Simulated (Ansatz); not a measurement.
Crystals of one structure type (zinc blende) and one family of elements, relaxed and computed with PBE (plane waves, PAW; program Ansatz).

| crystal | V (Å³/atom) | B₀ by P(V) fit (GPa) |
|---|---|---|
| ZnS | 20.16 | 69.5 |
| ZnSe | 23.55 | ? |
| CdS | 26.02 | 53.4 |
| CdSe | 29.74 | 44.7 |
| CdTe | 36.24 | 35.1 |

Question: Fit a straight line to ln B₀ against ln V and predict the withheld value.

Answer: Least squares on the 4 shown rows: ln B₀ = -1.17 × ln V + (7.769), with a scatter of 1 %. For ZnSe this gives 58.7. The run itself gave 56.6, outside the scatter: the line misses something about this case.

All cells were relaxed under the symmetry of their starts (and spin orders); stability against distortions was not tested throughout. Spin–orbit coupling is left out wherever it is not named.

Potentials: the later of the program's two PAW sets.
